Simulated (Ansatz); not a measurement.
MoS₂:
```yaml
crystal:
  lattice:
    - [3.17410, 0.00000, 0.00000]
    - [-1.58705, 2.74885, 0.00000]
    - [0.00000, 0.00000, 12.48679]
  atoms:
    - { symbol: Mo, position: [0.33333, 0.66667, 0.25000] }
    - { symbol: Mo, position: [0.66667, 0.33333, 0.75000] }
    - { symbol: S, position: [0.33333, 0.66667, 0.62561] }
    - { symbol: S, position: [0.66667, 0.33333, 0.12561] }
    - { symbol: S, position: [0.66667, 0.33333, 0.37439] }
    - { symbol: S, position: [0.33333, 0.66667, 0.87439] }
```

Relaxed with r²SCAN+D4. Special points in fractions of this cell's reciprocal vectors: Γ (0.000, 0.000, 0.000); M (0.500, 0.000, 0.000); K (0.333, 0.333, 0.000); A (0.000, 0.000, 0.500); L (0.500, 0.000, 0.500); H (0.333, 0.333, 0.500).

### Question
List the band energies nearest the valence-band maximum at these points for plane-wave PAW r²SCAN+D4 with spin–orbit coupling (Ansatz code).

### Answer
In eV from the valence-band maximum; about four levels below and three above (degenerate sets whole), none deeper than 8.9 eV; points with the same levels are listed once.

```tsv
k	below	above
Γ	-1.09 -1.09 0.00 0.00	2.21 2.21 2.23 2.23
M	-1.42 -1.42 -1.32 -1.32	1.68 1.68 1.72 1.72
K	-0.83 -0.83 -0.63 -0.63	1.07 1.07 1.07 1.07
A	-0.29 -0.29 -0.29 -0.29	2.21 2.21 2.21 2.21
L	-1.36 -1.36 -1.36 -1.36	1.70 1.70 1.70 1.70
H	-0.81 -0.81 -0.66 -0.66	1.07 1.07 1.07 1.07
```

Space group P6_3/mmc. The cell was relaxed with r²SCAN+D4 under the symmetry of its start; phonons on a q-mesh show no instability. No spin polarisation was allowed.

Potentials: the later of the program's two PAW sets.
